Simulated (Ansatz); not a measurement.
The relaxed structure here is a generated cell of SiC: the first start was made by placing the elements on the sites of a structure type, and the end was not matched to a known phase here, so it may be hypothetical. Known forms of SiC include space group No. 186, 216.

A relaxed structure of SiC. Space group P6₂22 (No. 180). Level of theory: r2SCAN (plane waves to 500 eV, PAW, scalar-relativistic; Ansatz, a program for electronic structure).

```cif
data_C3Si3
_chemical_formula_sum 'Si3 C3'
_space_group_name_H-M_alt 'P6222'
_space_group_IT_number 180
_space_group_name_Hall 'P 62 2 (0 0 4)'
_cell_length_a 3.07264
_cell_length_b 3.07264
_cell_length_c 7.03935
_cell_angle_alpha 90.000
_cell_angle_beta 90.000
_cell_angle_gamma 120.000
loop_
_atom_site_label
_atom_site_type_symbol
_atom_site_symmetry_multiplicity
_atom_site_Wyckoff_symbol
_atom_site_fract_x
_atom_site_fract_y
_atom_site_fract_z
_atom_site_occupancy
Si1 Si 3 d 0.50000 0.00000 0.50000 1
C1 C 3 c 0.50000 0.00000 0.00000 1
```

**Question.** What is the computed band gap (r2SCAN)?

**Answer.** 1.18 eV, indirect (valence top at Γ, conduction bottom at M) (no spin-orbit coupling).

**Question.** Predict the smallest direct gap from r2SCAN.

**Answer.** 3.41 eV at M.

No spin polarisation in the result.

The run could not lose the symmetry of its start; a randomly shaken copy of 12 atoms returns to this structure.
